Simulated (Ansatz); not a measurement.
Input:

Ge:
```xyz
4
Lattice="3.9958 0.0000 0.0000 -1.9979 3.4604 0.0000 0.0000 0.0000 6.5988" Properties=species:S:1:pos:R:3 pbc="T T T"
Ge     1.9979     1.1535     0.4154
Ge     0.0000     2.3069     6.1834
Ge     0.0000     2.3069     3.7148
Ge     1.9979     1.1535     2.8840
```

This is the r²SCAN-relaxed structure.

### Question
All from r²SCAN in the plane-wave PAW code Ansatz, unless another level is named. Estimate the band gap.

### Answer
0.09 eV (direct).

### Question
Predict the HSE06 gap on the r²SCAN cell.

### Answer
0.39 eV.

### Question
And the valence-band maximum?

### Answer
at Γ.

### Question
And the gap with spin–orbit coupling?

### Answer
none (metallic).

Space group P6_3/mmc. The first step of the workflow began from a Materials Project structure, measured or hypothetical; the Crystallography Open Database copy checked does not list it. It is not the phase usual at ambient conditions (space group No. 227). The r²SCAN relaxation kept the symmetry of its start; of distortions, only those at the zone centre were tested. Scalar-relativistic: spin–orbit coupling is off unless named, which matters more the heavier the elements.

Potentials: the later of the program's two PAW sets.
